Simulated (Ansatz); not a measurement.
Zr:
Space group P6/mmm (No. 191); a = b = 4.972 Å, c = 3.111 Å, α = β = 90.00°, γ = 120.00°

| atom | site | symmetry | x | y | z |
|---|---|---|---|---|---|
| Zr | 1b | 6/mmm | 0.0000 | 0.0000 | 0.5000 |
| Zr | 2c | -6m2 | 0.3333 | 0.6667 | 0.0000 |

Relaxed with PBEsol.

### Question
Which orbitals make up the states near the Fermi level in the program Ansatz at the PBEsol level (PAW)?

### Answer
Within 0.5 eV of the Fermi level: Zr 4d 89 %, Zr 5s 6 %. Projections are on Löwdin-orthogonalised atomic valence shells; empty p or d shells of many metals are not among them.

### Question
Tabulate the density of states.

### Answer
States/eV per cell of 3 atoms, in 0.25 eV bins, energy from the Fermi level.

```csv
E (eV),total,Zr 4d,Zr 5s,Zr 4p
-5.70,0.00,0.00,0.00,0.00
-5.45,0.08,0.00,0.07,0.00
-5.20,0.16,0.00,0.14,0.00
-4.95,0.22,0.00,0.19,0.00
-4.70,0.28,0.01,0.24,0.01
-4.45,0.34,0.01,0.29,0.01
-4.20,0.41,0.02,0.35,0.01
-3.95,0.50,0.05,0.41,0.02
-3.70,0.63,0.09,0.48,0.02
-3.45,0.91,0.24,0.61,0.03
-3.20,0.91,0.31,0.54,0.03
-2.95,2.80,1.71,0.98,0.05
-2.70,3.13,2.17,0.85,0.05
-2.45,3.23,2.55,0.58,0.04
-2.20,3.81,3.03,0.66,0.06
-1.95,3.39,2.92,0.37,0.06
-1.70,4.24,3.73,0.37,0.08
-1.45,4.29,3.92,0.24,0.07
-1.20,3.30,3.05,0.14,0.05
-0.95,3.84,3.53,0.14,0.06
-0.70,4.74,4.27,0.21,0.08
-0.45,4.10,3.64,0.20,0.07
-0.20,1.86,1.65,0.12,0.02
0.05,3.30,2.94,0.21,0.04
0.30,4.09,3.65,0.28,0.04
0.55,3.51,3.12,0.23,0.03
0.80,3.43,3.03,0.24,0.03
1.05,4.60,4.04,0.25,0.04
1.30,6.73,6.05,0.25,0.06
1.55,5.67,5.05,0.20,0.06
1.80,3.30,2.99,0.14,0.02
2.05,2.98,2.74,0.12,0.01
```

This is a known high-pressure phase of the composition, computed here at zero pressure and temperature. Symmetry was held in the PBEsol relaxation; its stability against distortions is not shown here. No spin polarisation was allowed. Axis ratios of metals converge slowly with the k-mesh, so a and c are less sure than the volume. Scalar-relativistic: spin–orbit coupling is off unless named, which matters more the heavier the elements.

Potentials: the later of the program's two PAW sets.
